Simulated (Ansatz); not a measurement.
HgS:
```cif
data_Hg3S3
_chemical_formula_sum 'Hg3 S3'
_space_group_name_H-M_alt 'P3221'
_space_group_IT_number 154
_space_group_name_Hall 'P 32 2"'
_cell_length_a 4.16168
_cell_length_b 4.16168
_cell_length_c 9.50325
_cell_angle_alpha 90.000
_cell_angle_beta 90.000
_cell_angle_gamma 120.000
loop_
_atom_site_label
_atom_site_type_symbol
_atom_site_symmetry_multiplicity
_atom_site_Wyckoff_symbol
_atom_site_fract_x
_atom_site_fract_y
_atom_site_fract_z
_atom_site_occupancy
Hg1 Hg 3 a 0.28653 0.28653 0.00000 1
S1 S 3 b 0.50127 0.50127 0.50000 1
```

Relaxed with PBE+D3(BJ).

### Question
Tabulate the valence density and the electron localisation function along the shortest Hg–S contact (2.40 Å), DFT-PBE+D3(BJ) in the program Ansatz with PAW potentials.

### Answer


```csv
distance from Hg (Å),density (e/Å³),ELF
0.24,14.54,0.70
0.36,11.67,0.63
0.48,8.57,0.56
0.60,5.73,0.49
0.72,3.43,0.42
0.84,1.84,0.34
0.96,1.01,0.27
1.08,0.71,0.28
1.20,0.63,0.40
1.32,0.65,0.61
1.44,0.76,0.77
1.56,0.91,0.84
1.68,1.07,0.83
1.80,1.15,0.76
1.92,1.07,0.57
2.04,0.80,0.26
2.16,0.42,0.05
```

The density is the valence pseudo-density with augmentation charge, so density and ELF within about 1 Å of a nucleus are not all-electron values.

Space group P3_221. The PBE+D3(BJ) relaxation kept the symmetry of its start; of distortions, only those at the zone centre were tested. Spin–orbit coupling is left out wherever it is not named.

Potentials: the later of the program's two PAW sets.
